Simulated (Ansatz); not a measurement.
C in space group I4_1/amd (No. 141; C on 8e) at seven volumes, r²SCAN in the plane-wave PAW code Ansatz, shape and atoms relaxed at each. One row is withheld.

```csv
V (Å³/atom),P (GPa)
6.271,38.50
6.477,23.88
6.684,11.13
6.891,0.00
7.098,-9.73
7.304,?
7.511,-25.64
```

Problem. Fit the shown pressures and predict the withheld one.

Solution. P = (3/2)B₀(x^(7/2) − x^(5/2))[1 + (3/4)(B′ − 4)(x − 1)] with x = (V₀/V)^(2/3). Least squares on the six rows gives V₀ = 6.891 Å³/atom, B₀ = 346 GPa, B′ = 3.52. At V = 7.304, x = 0.9619 and P = -18.17 GPa. The run itself gave -18.23 GPa.

The start of the workflow was typed in or built on a structure type; the Crystallography Open Database files this formula in space group No. 141, but the cells were not matched. It is not the phase usual at ambient conditions (space group No. 194, 227). Symmetry was held in the r²SCAN relaxation; its stability against distortions is not shown here.

Potentials: the later of the program's two PAW sets.
